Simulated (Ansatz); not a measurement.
Zr (diamond, space group No. 227) under volume change, the program Ansatz at the PBEsol level (PAW), scaled uniformly.

```tsv
V (Å³/atom)	E − E(relaxed) (meV/atom)	P (GPa)
26.316	31.9	4.24
27.184	13.4	2.62
28.051	3.2	1.20
28.919	0.0	0.00
29.786	3.0	-1.08
30.654	11.7	-2.12
31.522	25.8	-3.08
```

Q: What does a third-order Birch–Murnaghan fit give for V₀, B₀ and B′?

A: V₀ = 28.91 Å³/atom, B₀ = 39.7 GPa, B′ = 2.7.

Space group Fd-3m (diamond). The start of the workflow was typed in or built on a structure type; neither database checked (COD, Materials Project) lists it. It is not the phase usual at ambient conditions (space group No. 194). Symmetry was held in the PBEsol relaxation; its stability against distortions is not shown here. The run is not spin-polarised. The volume moved by -22 % from the start of the relaxation.

Potentials: the earlier of the program's two PAW sets. The files were generated under PBE; for other functionals the program regenerates the frozen cores, and for LDA and PBEsol the local potential too.
